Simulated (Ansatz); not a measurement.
CsPbBr3:
Space group Pm-3m (No. 221); a = 5.9988 Å, b = 5.9988 Å, c = 5.9988 Å, α = 90.00°, β = 90.00°, γ = 90.00°

```json
[
 {"atom": "Cs", "site": "1a", "symmetry": "m-3m", "x": "0.0000", "y": "0.0000", "z": "0.0000"},
 {"atom": "Pb", "site": "1b", "symmetry": "m-3m", "x": "0.5000", "y": "0.5000", "z": "0.5000"},
 {"atom": "Br", "site": "3c", "symmetry": "4/mm.m", "x": "0.0000", "y": "0.5000", "z": "0.5000"}
]
```

Relaxed with PBE. Independent-particle spectrum: no excitons, no local fields, no scissors shift; 0.1 eV broadening; ε₁ of the summed bands alone.

**Question.** Tabulate the dielectric function from PBE (plane waves, PAW; program Ansatz).

**Answer.** 

```csv
E (eV),ε₁ xx,ε₂ xx
0.0,4.73,0.00
0.4,4.77,0.00
0.8,4.88,0.00
1.2,5.12,0.00
1.6,5.61,0.00
2.0,6.34,0.74
2.4,6.76,1.56
2.8,7.20,3.42
3.2,5.56,4.55
3.6,4.62,5.22
4.0,2.21,5.45
4.4,0.65,4.03
4.8,1.04,2.59
5.2,1.58,2.26
5.6,1.21,1.79
6.0,2.17,1.74
6.4,2.62,2.34
6.8,3.18,2.70
7.2,0.85,3.92
7.6,0.63,2.49
8.0,0.66,2.08
8.4,1.19,1.24
8.8,2.02,1.84
9.2,1.72,2.04
9.6,2.07,2.93
10.0,0.25,2.90
10.4,0.54,2.23
10.8,0.93,2.33
11.2,0.09,1.71
11.6,0.62,1.45
12.0,0.78,1.30
```

**Question.** From ε at 2.7 eV (xx: 7.21 + 2.68i), find n, k, the normal reflectivity and the absorption coefficient.

**Answer.** n = 2.73, k = 0.491, R = 23 %, α = 2kE/ħc = 130000 cm⁻¹.

With all bands, ε∞ without local fields is 4.79.

This is a known high-temperature phase of the composition, computed here at zero pressure and temperature. The cell was relaxed with PBE under the symmetry of its start; of distortions, only those at the zone centre were tested. Scalar-relativistic: spin–orbit coupling is off unless named, which matters more the heavier the elements.

Potentials: the later of the program's two PAW sets.
